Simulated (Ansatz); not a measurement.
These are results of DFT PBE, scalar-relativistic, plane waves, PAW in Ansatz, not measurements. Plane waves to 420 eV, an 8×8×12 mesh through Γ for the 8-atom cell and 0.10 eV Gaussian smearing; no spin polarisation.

Formation energies are uncorrected and count from the elements' standard states at the same level.

**Question.** Suggest a trial structure for an orthorhombic metal that holds Ti and 2 more elements, with a formation energy near −0.80 eV/atom and about 12 Å³ per atom, in a cell of 8 atoms.

**Answer.** Zr3TiC4, space group Cmmm (No. 65). Zr on a site of symmetry mmm has 6 C at 2.36 Å, 2 Ti at 3.27 Å and 10 Zr at 3.27–3.28 Å; around Zr on a site of symmetry 2/m lie 6 C at 2.31 Å, 8 Zr at 3.27–3.28 Å and 4 Ti at 3.27 Å; Ti is surrounded by 6 C at 2.27 Å, 10 Zr at 3.27 Å and 2 Ti at 3.28 Å; around C on a site of symmetry m2m lie 1 Ti at 2.27 Å and 5 Zr at 2.31–2.36 Å; 1 more site not described.

```cif
data_structure
_symmetry_space_group_name_H-M 'P 1'
_symmetry_Int_Tables_number 1
_cell_length_a 5.6607
_cell_length_b 5.6607
_cell_length_c 3.2756
_cell_angle_alpha 90.000
_cell_angle_beta 90.000
_cell_angle_gamma 109.456
_cell_volume 98.97
loop_
_atom_site_label
_atom_site_type_symbol
_atom_site_fract_x
_atom_site_fract_y
_atom_site_fract_z
_atom_site_occupancy
Zr1 Zr 0.00000 0.00000 0.00000 1
Zr2 Zr 0.00000 0.50000 0.50000 1
Zr3 Zr 0.50000 0.00000 0.50000 1
Ti1 Ti 0.50000 0.50000 0.00000 1
C1 C 0.25482 0.74518 0.00000 1
C2 C 0.74518 0.25482 0.00000 1
C3 C 0.25966 0.25966 0.50000 1
C4 C 0.74034 0.74034 0.50000 1
```

- Volume per atom: 12.37 Å³
- Density: 6.20 g/cm³
- Formation energy: −0.80 eV/atom
- Gap on the 8×8×12 mesh of the 8-atom cell: 0 eV (a metal)

The cell was found from a structure generator's guess, not taken from experiment. The answer needn't be unique; the calculation gave this one.

The reference form of C is held partly by dispersion forces, which this level lacks. A later test with randomly moved atoms came back to the same energy, though modes that don't fit the test's cell weren't probed.
